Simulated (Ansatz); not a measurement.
Input:

MgPt:
```cif
data_Mg4Pt4
_chemical_formula_sum 'Mg4 Pt4'
_space_group_name_H-M_alt 'P 1'
_space_group_IT_number 1
_cell_length_a 5.02761
_cell_length_b 5.02761
_cell_length_c 5.02761
_cell_angle_alpha 90.000
_cell_angle_beta 90.000
_cell_angle_gamma 90.000
loop_
_space_group_symop_operation_xyz
  'x, y, z'
loop_
_atom_site_label
_atom_site_type_symbol
_atom_site_fract_x
_atom_site_fract_y
_atom_site_fract_z
_atom_site_occupancy
Mg1 Mg 0.15534 0.34466 0.65534 1
Mg2 Mg 0.34466 0.65534 0.15534 1
Mg3 Mg 0.65534 0.15534 0.34466 1
Mg4 Mg 0.84466 0.84466 0.84466 1
Pt1 Pt 0.85295 0.64705 0.35295 1
Pt2 Pt 0.64705 0.35295 0.85295 1
Pt3 Pt 0.35295 0.85295 0.64705 1
Pt4 Pt 0.14705 0.14705 0.14705 1
```

This is the PBEsol-relaxed structure.

All from DFT-PBEsol in the program Ansatz with PAW potentials, unless another level is named. Give the formation energy from the elements (no fitted shifts).

-0.66 eV/atom.

Give the density of states at the Fermi level.

0.44 states/eV per atom (mean over ±0.08 eV).

Space group P2_13. The workflow started from a Materials Project entry (that database holds measured and hypothetical structures alike); the Crystallography Open Database copy checked does not list it. With Mg and Pt taken as one species the cell has the higher symmetry Pa-3, so it may be an ordered model of a mixed-site phase. Whether it is the stable phase at ambient conditions was not checked. The PBEsol relaxation kept the symmetry of its start. At this level the phase is mechanically unstable. The run is not spin-polarised. The references are the lowest solids computed at this level, not always the standard phases. Scalar-relativistic: spin–orbit coupling is off unless named, which matters more the heavier the elements.

Potentials: the later of the program's two PAW sets.
